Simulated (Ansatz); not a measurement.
TiS:
```cif
data_S3Ti3
_chemical_formula_sum 'Ti3 S3'
_space_group_name_H-M_alt 'P 1'
_space_group_IT_number 1
_cell_length_a 9.01903
_cell_length_b 9.01903
_cell_length_c 9.01903
_cell_angle_alpha 21.680
_cell_angle_beta 21.680
_cell_angle_gamma 21.680
loop_
_space_group_symop_operation_xyz
  'x, y, z'
loop_
_atom_site_label
_atom_site_type_symbol
_atom_site_fract_x
_atom_site_fract_y
_atom_site_fract_z
_atom_site_occupancy
Ti1 Ti 0.50000 0.50000 0.50000 1
Ti2 Ti 0.38196 0.38196 0.38196 1
Ti3 Ti 0.61804 0.61804 0.61804 1
S1 S 0.00000 0.00000 0.00000 1
S2 S 0.22329 0.22329 0.22329 1
S3 S 0.77671 0.77671 0.77671 1
```

Relaxed with PBEsol.

Q: Which orbitals make up the states near the Fermi level in PBEsol in the plane-wave PAW code Ansatz?

A: Within 0.5 eV of the Fermi level: Ti 3d 87 %, S 3p 6 %, outside the projected shells 5 %. Projections are on Löwdin-orthogonalised atomic valence shells; empty p or d shells of many metals are not among them.

Q: Tabulate the density of states.

A: States/eV per cell of 6 atoms, in 0.25 eV bins, energy from the Fermi level.

```
E (eV)  total  Ti 3d  S 3p  Ti 4s
------  -----  -----  ----  -----
-7.85    1.74   0.28  1.13   0.23
-7.60    2.57   0.42  1.68   0.31
-7.35    3.19   0.49  2.18   0.36
-7.10    3.87   0.56  2.78   0.36
-6.85    3.50   0.52  2.57   0.24
-6.60    4.07   0.61  3.08   0.19
-6.35    2.17   0.41  1.55   0.10
-6.10    3.09   0.61  2.24   0.11
-5.85    4.74   1.05  3.41   0.12
-5.60    6.78   1.71  4.83   0.06
-5.35    6.84   1.75  4.87   0.06
-5.10    7.29   1.55  5.48   0.07
-4.85    4.52   1.04  3.31   0.05
-4.60    4.31   1.08  3.10   0.03
-4.35    3.78   0.97  2.71   0.02
-4.10    3.07   0.76  2.23   0.01
-3.85    2.29   0.48  1.75   0.01
-3.60    1.08   0.24  0.82   0.00
-3.35    0.74   0.17  0.55   0.00
-3.10    0.51   0.12  0.38   0.00
-2.85    0.36   0.15  0.20   0.00
-2.60    0.83   0.62  0.15   0.00
-2.35    0.95   0.77  0.10   0.00
-2.10    1.08   0.90  0.09   0.01
-1.85    1.36   1.15  0.11   0.01
-1.60    1.96   1.67  0.14   0.01
-1.35    2.08   1.78  0.13   0.02
-1.10    3.85   3.34  0.19   0.04
-0.85    3.33   2.90  0.15   0.03
-0.60    2.04   1.80  0.10   0.01
-0.35    2.87   2.55  0.14   0.02
-0.10    4.13   3.62  0.22   0.03
0.15     5.73   4.97  0.37   0.05
0.40     6.56   5.63  0.49   0.07
0.65     7.19   6.21  0.50   0.08
0.90     8.60   7.55  0.54   0.10
1.15     8.56   7.42  0.66   0.14
1.40    10.48   9.18  0.72   0.21
1.65     8.72   7.66  0.59   0.12
1.90     5.32   4.30  0.56   0.11
2.15     4.66   3.47  0.71   0.11
2.40     6.45   4.36  1.04   0.30
2.65     4.40   2.93  0.73   0.17
2.90     4.03   2.63  0.65   0.15
```

Space group R-3m. The workflow started from an entry of the Crystallography Open Database (COD), which files this formula under 2 space groups. Its standing as an ambient phase is unchecked. The PBEsol relaxation kept the symmetry of its start; its stability against distortions is not shown here. The run is not spin-polarised.

Potentials: the later of the program's two PAW sets.
